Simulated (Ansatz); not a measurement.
# Data sheet: SiC (DFT)

SiC:
```
SiC
1.0
    3.06578     0.00000     0.00000
   -1.53289     2.65504     0.00000
    0.00000     0.00000     7.03111
Si C
3 3
Cartesian
  1.53289   0.00000   3.51556
 -0.76644   1.32752   1.17185
  0.76644   1.32752   5.85926
  1.53289   0.00000   0.00000
 -0.76644   1.32752   4.68741
  0.76644   1.32752   2.34370
```

Space group P6_222 (No. 180); conventional cell a = b = 3.066 Å, c = 7.031 Å, α = β = 90.00°, γ = 120.00°.

Method: plane-wave PAW PBEsol (Ansatz code). Structure relaxed to zero pressure with the same functional. Other levels are named where they apply.

### Cell and energy

| Quantity | Value |
|---|---|
| Volume per atom | 9.54 Å³ |
| Density | 3.49 g/cm³ |
| Formation energy from the elements (no fitted shifts) | 0.27 eV/atom |

### Electronic structure

| Quantity | Value |
|---|---|
| Band gap | 0.77 eV (indirect) |
| Valence-band maximum | at Γ |
| Conduction-band minimum | at M (3 equivalent valleys) |
| Smallest direct gap on the standard path | 2.98 eV |
| Electron effective mass | 0.17, 0.45, 0.88 mₑ (principal values) |
| Hole effective mass | 0.38, 0.38, 3.5 mₑ (principal values) |
| HSE06 gap on the PBEsol cell | 1.64 eV |

### Mechanics

| Property | Value |
|---|---|
| Bulk modulus (Birch–Murnaghan fit) | 230 GPa |
| Pressure derivative B′ | 3.9 |
| Elastic constants (relaxed ions, GPa) | C11 = 453, C12 = 91.0, C13 = 105, C33 = 607, C44 = 202 |
| Mechanical stability | stable (all eigenvalues of C positive) |
| Hill bulk and shear moduli | 233 and 197 GPa |
| Young's modulus | 460 GPa |
| Poisson's ratio | 0.17 |
| Debye temperature from the elastic constants | 1160 K |
| Piezoelectric stress constants (proper, relaxed ions, C/m²) | e14 = 0.61, e25 = -0.61 |

### Dielectric response

| Property | Value |
|---|---|
| Electronic dielectric constant ε∞ (DFPT) | 11.3 (xx = yy), 11.4 (zz) |
| Static dielectric constant ε0 (ions relaxed, cell fixed) | 23.5 (xx = yy), 17.4 (zz) |
| Born charges (a third of the trace) | Si +3.24, C -3.24 e |

### Phonons

| Property | Result |
|---|---|
| Highest zone-centre frequency (without LO–TO term) | 837 cm⁻¹ |
| Zone-centre stability | no imaginary mode at Γ |
| Dynamical stability on the path | stable (no imaginary branch) |
| Zero-point energy | 98.9 meV/atom |
| Vibrational entropy at 300 K | 10.2 J/(K·mol of atoms) |

The start of the workflow was typed in or built on a structure type; neither database checked (COD, Materials Project) lists it. It is not the phase usual at ambient conditions (space group No. 186, 216). Symmetry was held in the PBEsol relaxation. Its formation energy is positive at this level, so the cell may be metastable or incomplete. Signs of piezoelectric constants follow the polarity of the cell as given. The references are the lowest solids computed at this level, not always the standard phases.

Potentials: the later of the program's two PAW sets.
